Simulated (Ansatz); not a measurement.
Structures of RbSn2: which is lowest?

Plane-wave DFT in Ansatz with scalar-relativistic PAW potentials, cutoff 420 eV, Γ-centred meshes chosen by cell and gap, Gaussian smearing with energies taken to zero width. Every cell was relaxed (cell and atoms) in a run of its own, within the symmetry of its start. Functional: PBE.

Relaxed structures (starts from databases or built by putting these elements on another compound's sites):
A. Fd-3m, 6 atoms in the computed cell, a = 9.333 Å; sites (symmetry × multiplicity) Rb -43m × 8, Sn .-3m × 16; start: built
B. Pnnm, 6 atoms in the computed cell, a = 4.652 Å, b = 8.625 Å, c = 7.344 Å; sites (symmetry × multiplicity) Rb ..2/m × 2, Sn ..m × 4; start: built

Problem. Rank them by energy. Could pressure change the order?

Solution.
```tsv
structure	group	E − E(lowest) (meV/atom)	V (Å³/atom)	gap on mesh (eV)
A	Fd-3m	0.0	33.87	0.00
B	Pnnm	279	49.11	0.00
```

A is lowest, 279 meV/atom under B. The lowest is also the densest of these, so pressure wouldn't bring one of the others in at first order. Other structures may lie lower than all of these, and vibrations aren't counted.